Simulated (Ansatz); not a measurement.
Relaxation of a generated cell, Mo placed in the AFLOW prototype A_oC4_63_c (A20); 2 atoms in the cell, which starts as Cmcm (No. 63), oS4; a = 2.5950 Å, b = 5.3543 Å, c = 4.4991 Å, α = β = γ = 90.00°. All values below come from r2SCAN (plane waves to 500 eV, PAW, scalar-relativistic; Ansatz, a first-principles code). Γ-centred k-mesh 14×14×7 on the run's cell (coarser than for final values), Fermi–Dirac smearing 0.05 eV. This is the first round of the run. 

The optimiser's lines from the output (shortened; P is positive under compression):

```
relax step   1: F+E_penalty+E_count = -9934.09936143 eV  Δ(F+E_penalty+E_count) = +0.000e0 eV  max|allowed force component| = 1.173e0 eV/Å  Δτ_max = 0.0000 Å  P = +9.689 GPa  Ω = 31.256 Å³  (6 SCF iters, dr2 threshold 1.00e-7 eV, accepted)
relax step   2: F+E_penalty+E_count = -9934.32556593 eV  Δ(F+E_penalty+E_count) = -2.262e-1 eV  max|allowed force component| = 3.504e-1 eV/Å  Δτ_max = 0.1278 Å  P = -3.610 GPa  Ω = 32.396 Å³  (8 SCF iters, dr2 threshold 2.00e-7 eV, accepted)
relax step   3: F+E_penalty+E_count = -9934.37634919 eV  Δ(F+E_penalty+E_count) = -5.078e-2 eV  max|allowed force component| = 7.302e-2 eV/Å  Δτ_max = 0.0974 Å  P = +1.768 GPa  Ω = 31.592 Å³  (8 SCF iters, dr2 threshold 2.00e-7 eV, accepted)
relax step   4: F+E_penalty+E_count = -9934.38955598 eV  Δ(F+E_penalty+E_count) = -1.321e-2 eV  max|allowed force component| = 5.950e-3 eV/Å  Δτ_max = 0.0106 Å  P = -0.829 GPa  Ω = 31.956 Å³  (5 SCF iters, dr2 threshold 2.00e-7 eV, accepted)
relax step   5: F+E_penalty+E_count = -9934.39135848 eV  Δ(F+E_penalty+E_count) = -1.802e-3 eV  max|allowed force component| = 2.522e-2 eV/Å  Δτ_max = 0.0005 Å  P = +0.144 GPa  Ω = 31.839 Å³  (5 SCF iters, dr2 threshold 2.00e-7 eV, accepted)
relax step   6: F+E_penalty+E_count = -9934.39201042 eV  Δ(F+E_penalty+E_count) = -6.519e-4 eV  max|allowed force component| = 7.450e-3 eV/Å  Δτ_max = 0.0080 Å  P = -0.049 GPa  Ω = 31.856 Å³  (5 SCF iters, dr2 threshold 2.00e-7 eV, accepted)
relax step   7: F+E_penalty+E_count = -9934.39211372 eV  Δ(F+E_penalty+E_count) = -1.033e-4 eV  max|allowed force component| = 3.088e-4 eV/Å  Δτ_max = 0.0001 Å  P = +0.000 GPa  Ω = 31.852 Å³  (4 SCF iters, dr2 threshold 2.00e-7 eV, accepted)
relax step   8: F+E_penalty+E_count = -9934.39211837 eV  Δ(F+E_penalty+E_count) = -4.650e-6 eV  max|allowed force component| = 3.294e-5 eV/Å  Δτ_max = 0.0003 Å  P = +0.002 GPa  Ω = 31.853 Å³  (4 SCF iters, dr2 threshold 1.35e-8 eV, accepted)
relax step   9: F+E_penalty+E_count = -9934.39245544 eV  Δ(F+E_penalty+E_count) = -3.371e-4 eV  max|allowed force component| = 6.554e-5 eV/Å  Δτ_max = 0.0000 Å  P = +0.005 GPa  Ω = 31.853 Å³  stress off target by 1.34e-2 GPa  SCF on the basis re-selected at this cell (its energy is not comparable with the rows above)  (6 SCF iters)
```

From the first to the last row the energy changes by -0.15 eV/atom and the volume by +1.9 %. The last row is marked as not comparable with the walk above it, whose basis was carried along; it does compare with step 1, since both stand on a basis selected at the nominal cutoff for their own cell.

Later rounds, restarted from the end of this one on a renewed k-mesh, logged 7 more steps and released under 0.01 eV/atom more. The final structure after all rounds: Cmcm (No. 63), oS4, AFLOW prototype A_oC4_63_c (A20); a = 2.5570 Å, b = 5.3700 Å, c = 4.6385 Å, α = β = γ = 90.00°. Between re-selections the logged energies stand on a plane-wave basis carried along with the cell. No spin polarisation in the result.

The run could not lose the symmetry of its start: the end is stationary, and may be a saddle point rather than a minimum.

The relaxed structure here is a generated cell of Mo: the first start was made by placing the elements on the sites of a structure type, and the end was not matched to a known phase here, so it may be hypothetical. Known forms of Mo include space group No. 229.
